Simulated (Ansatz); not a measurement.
## LuMg2Mn3S8, one structure, two calculations

Cell: a computed structure from the Materials Project (it need not be an observed phase), atoms as given.

Space group R-3m:H (No. 166); a = 7.3604, c = 18.2657 Å, γ = 120.00°.

| site | Wyckoff | site symmetry | x | y | z |
| --- | --- | --- | --- | --- | --- |
| Mg | 6c | 3m | 0.0000 | 0.0000 | 0.8762 |
| Lu | 3b | -3m | 0.0000 | 0.0000 | 0.5000 |
| Mn | 9e | .2/m | 0.1667 | 0.3333 | 0.3333 |
| S7 | 6c | 3m | 0.0000 | 0.0000 | 0.7414 |
| S8 | 18h | .m | 0.8431 | 0.6863 | 0.4063 |

One atom of each set is listed; the run and its k-mesh use a cell of 14 atoms with edges of 7.42, 7.42, 7.42 Å.

First run. Level of theory: DFT, PBE, plane waves and PAW, scalar-relativistic, collinear spin, 420 eV cutoff, Γ-centred 5×5×5 k-points, Fermi–Dirac smearing 0.02 eV (Ansatz 0.2.0). Start moments as typed (μB): 4 on each Mn, none on the rest.

```csv
site,V_zz (10²¹ V/m²),η,m (μB)
Mg,-0.37,0.00,0.02
Lu,-7.81,0.00,0.02
Mn,0.94,0.70,3.64
S7,-1.90,0.00,0.00
S8,-7.31,0.46,-0.01
```

Second run. The same atoms and settings, except that the mesh is 6×6×6 and the Fermi–Dirac smearing is 0.05 eV.

**Question.** Given the first result, estimate the second.

**Answer.** 

```tsv
site	V_zz	η	change of V_zz	m (μB)
Mg	-0.37	0.00	0.00	0.02
Lu	-7.81	0.00	0.00	0.02
Mn	0.92	0.71	-0.02	3.63
S7	-1.71	0.00	+0.19	0.01
S8	-7.29	0.43	+0.02	-0.01
```

The largest change of V_zz is on S7, from -1.90 to -1.71.

Without spin–orbit coupling the gradients at and beside Lu can be off by some per cent, at some sites by more. Semilocal functionals can leave a metal where correlation in the d or f shell opens a gap in the real compound, and that would change the values at and beside Mn. All moments are parallel here, as the start or the cell imposes; many such compounds order antiparallel, where fields and spin densities carried over to other atoms largely cancel. The magnetic order is the one that the run reached from its start moments, not necessarily the measured one.
